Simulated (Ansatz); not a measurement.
# K$_{2}$MnAlC$_{6}$N$_{6}$: zone-centre modes

Computed with Ansatz, DFT PBE, scalar-relativistic, plane waves, PAW. Plane waves to 420 eV; Γ-centred k mesh 4×4×4; fixed occupations. No spin polarisation. Phonons by linear response, acoustic sum rule imposed.

Relaxed structure:
```yaml
crystal:
  lattice:
    - [0.00000, 5.04417, 5.04417]
    - [5.04417, 0.00000, 5.04417]
    - [5.04417, 5.04417, 0.00000]
  atoms:
    - { symbol: K, position: [0.25000, 0.25000, 0.25000] }
    - { symbol: K, position: [0.75000, 0.75000, 0.75000] }
    - { symbol: Mn, position: [0.00000, 0.00000, 0.00000] }
    - { symbol: Al, position: [0.50000, 0.50000, 0.50000] }
    - { symbol: C, position: [0.81256, 0.18744, 0.18744] }
    - { symbol: C, position: [0.18744, 0.81256, 0.18744] }
    - { symbol: C, position: [0.18744, 0.18744, 0.81256] }
    - { symbol: C, position: [0.18744, 0.81256, 0.81256] }
    - { symbol: C, position: [0.81256, 0.18744, 0.81256] }
    - { symbol: C, position: [0.81256, 0.81256, 0.18744] }
    - { symbol: N, position: [0.69515, 0.30485, 0.30485] }
    - { symbol: N, position: [0.30485, 0.69515, 0.30485] }
    - { symbol: N, position: [0.30485, 0.30485, 0.69515] }
    - { symbol: N, position: [0.30485, 0.69515, 0.69515] }
    - { symbol: N, position: [0.69515, 0.30485, 0.69515] }
    - { symbol: N, position: [0.69515, 0.69515, 0.30485] }
```

The structure comes from a generated guess, relaxed at this level; another structure or a mixture of phases may lie lower.

Optical modes at Γ (transverse, no macroscopic field); i marks an imaginary frequency:
| frequency (meV) | degeneracy | IR intensity of the level ((D/Å)²/amu) |
| --- | --- | --- |
| 4.9i | 3 | 0.00 |
| 4.7i | 3 | 8.27 |
| 2.1 | 3 | 0.00 |
| 24.2 | 3 | 0.00 |
| 34.7 | 3 | 1.35 |
| 36.8 | 3 | 0.00 |
| 42.1 | 3 | 63.48 |
| 46.6 | 3 | 0.00 |
| 63.2 | 3 | 0.00 |
| 64.4 | 2 | 0.00 |
| 66.6 | 3 | 0.00 |
| 69.3 | 3 | 30.45 |
| 69.8 | 1 | 0.00 |
| 81.6 | 3 | 4.82 |
| 246.7 | 3 | 308.50 |
| 248.2 | 2 | 0.00 |
| 262.8 | 1 | 0.00 |

6 of the 45 optical modes are unstable, so the structure is a saddle point of the energy and would distort without enlarging its cell.

* Electronic dielectric constant ε∞ (principal values): 3.43
* Refractive index √ε∞, mean: 1.85
* Kohn–Sham gap on the mesh: 2.85 eV
* Cost: 18 min on 1 thread of Intel(R) Xeon(R) Platinum 8488C (Sapphire Rapids), on a shared host, peak memory 2.2 GiB

Born effective charges (e):
```csv
atom,Z*xx,Z*yy,Z*zz,mean
K (atom 1),1.24,1.24,1.24,1.24
Mn (atom 3),-4.05,-4.05,-4.05,-4.05
Al (atom 4),4.74,4.74,4.74,4.74
C (atom 5),3.74,0.25,0.25,1.42
N (atom 11),-3.92,-0.96,-0.96,-1.95
```

The modes are given without the long-range field that lifts LO modes in polar crystals.
